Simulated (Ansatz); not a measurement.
GaP:
```
CELL_PARAMETERS angstrom
      0.00000     2.69571     2.69571
      2.69571     0.00000     2.69571
      2.69571     2.69571     0.00000
ATOMIC_POSITIONS crystal
  Ga 0.00000 0.00000 0.00000
  P  0.75000 0.75000 0.75000
```

Cartesian axes are those of the cell as given.

Question: Give the proper piezoelectric stress tensor with relaxed ions from plane-wave PAW LDA (Ansatz code).

Answer: In C/m², rows x, y, z, Voigt columns; mesh uncertainty up to 0.00.
```
0.00  0.00  0.00  0.11  0.00  0.00
0.00  0.00  0.00  0.00  0.11  0.00
0.00  0.00  0.00  0.00  0.00  0.11
```

The elastic tensor of the same run (GPa):

```
      1     2     3     4     5     6
-  ----  ----  ----  ----  ----  ----
1   142  64.0  64.0   0.0   0.0   0.0
2  64.0   142  64.0   0.0   0.0   0.0
3  64.0  64.0   142   0.0   0.0   0.0
4   0.0   0.0   0.0  71.0   0.0   0.0
5   0.0   0.0   0.0   0.0  71.0   0.0
6   0.0   0.0   0.0   0.0   0.0  71.0
```

Question: Convert to strain constants d = e·S.

Answer: In pC/N:
```
0.0  0.0  0.0  1.5  0.0  0.0
0.0  0.0  0.0  0.0  1.5  0.0
0.0  0.0  0.0  0.0  0.0  1.5
```

Space group F-43m (zinc blende). Symmetry was held in the LDA relaxation. Signs of piezoelectric constants follow the polarity of the cell as given. Spin–orbit coupling is left out wherever it is not named.

Potentials: the earlier of the program's two PAW sets. The files were generated under PBE; for other functionals the program regenerates the frozen cores, and for LDA and PBEsol the local potential too.
